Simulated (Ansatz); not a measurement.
## Ionic part of the dielectric constant of Si5GeC6, mode by mode

Level of theory: Ansatz 0.2.0, DFT PBE, scalar-relativistic, plane waves, PAW. Cutoff 420 eV, 12×12×2 k-points (Γ-centred), fixed occupations. No spin polarisation. Phonons by linear response, acoustic sum rule imposed.

Space group P3m1 (No. 156), trigonal, a = 3.124 Å, c = 15.309 Å. Si on its first site is surrounded by 4 C at 1.90–1.91 Å; Si on its second site has 4 C at 1.90–1.91 Å; Si on its third site has 4 C at 1.90–1.91 Å; around Si on its fourth site lie 4 C at 1.90–1.91 Å; Ge has 4 C at 1.94–2.00 Å; C on its first site is surrounded by 4 Si at 1.90–1.91 Å; 6 more sites not described.

The structure comes from a generated guess, relaxed at this level; another structure or a mixture of phases may lie lower.

The primitive cell has V = 129.36 Å³ and ε∞,yy = 7.146. Each polar mode adds Δε = (4.92064×10⁷/V)·S/ν² along y, with S its oscillator strength in e²/amu, ν in cm⁻¹ and V in Å³.

Question: From these modes, find each Δε and ε0,yy.
| ν (cm⁻¹) | S_yy (e²/amu) |
| --- | --- |
| 117.99 | 0.00025 |
| 199.10 | 0.00057 |
| 708.77 | 0.4068 |
| 731.58 | 0.00438 |
| 736.77 | 0.02312 |
| 745.03 | 0.04946 |
| 751.82 | 0.3867 |
| 756.88 | 4.085 |

Answer:
```tsv
ν (cm⁻¹)	Δε
117.99	0.01
199.10	0.01
708.77	0.31
731.58	0.00
736.77	0.02
745.03	0.03
751.82	0.26
756.88	2.71
```

The sum is 3.35, so ε0,yy = 10.50; the run's tensor has 10.49.
